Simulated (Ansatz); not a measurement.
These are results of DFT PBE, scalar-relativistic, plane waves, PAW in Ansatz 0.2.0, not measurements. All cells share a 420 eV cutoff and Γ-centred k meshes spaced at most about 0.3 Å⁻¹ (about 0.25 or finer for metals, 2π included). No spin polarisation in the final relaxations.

Temperature and zero-point effects are left out. All come from trial cells, and lower structures may exist.

Question: Order these relaxed structures of Rb₃S₄ by energy, lowest first, with the energy over the lowest of them.
A.

```
Rb S
1.0
     3.66367    0.00000    0.00000
     0.00000    3.66367    0.00000
     0.00000    0.00000   14.65939
Rb S
3 4
Direct
  0.50000 0.50000 0.20374
  0.50000 0.50000 0.50000
  0.50000 0.50000 0.79626
  0.00000 0.00000 0.34418
  0.00000 0.00000 0.65582
  0.00000 0.50000 0.00000
  0.50000 0.00000 0.00000
```

B.

```
Rb S
1.0
     3.74828    0.00000    0.00000
     0.00000    3.74828    0.00000
     0.00000    0.00000   15.94084
Rb S
3 4
Cartesian
  0.0000 0.0000 13.1240
  1.8741 1.8741 7.9704
  0.0000 0.0000 2.8169
  1.8741 0.0000 10.5719
  0.0000 1.8741 5.3690
  1.8741 0.0000 0.0100
  0.0000 1.8741 15.9308
```

Answer: A (0 meV/atom), B (184 meV/atom). Forms: A P4/mmm; B P-4m2. Counting S atoms around Rb (those within 1.25 times the shortest such distance or 1.15 times the sum of covalent radii, 1.27 where that leaves under three; a slash parts the counts of unlike sites): A has Rb 8; B has Rb 4/6.

In P4/mmm, P-4m2 an odd number of electrons in the primitive cell allows no gap without spin; a larger cell or a magnetic state could open one. A magnetic state wasn't ruled out in cells without spin, among them P4/mmm, P-4m2. Cells relaxed within their symmetry can be saddle points. The P4/mmm cell of Rb3S4 came from shaking the P-4m2 one. Some types were kept out of the candidates beforehand, so the set may lack a known form.
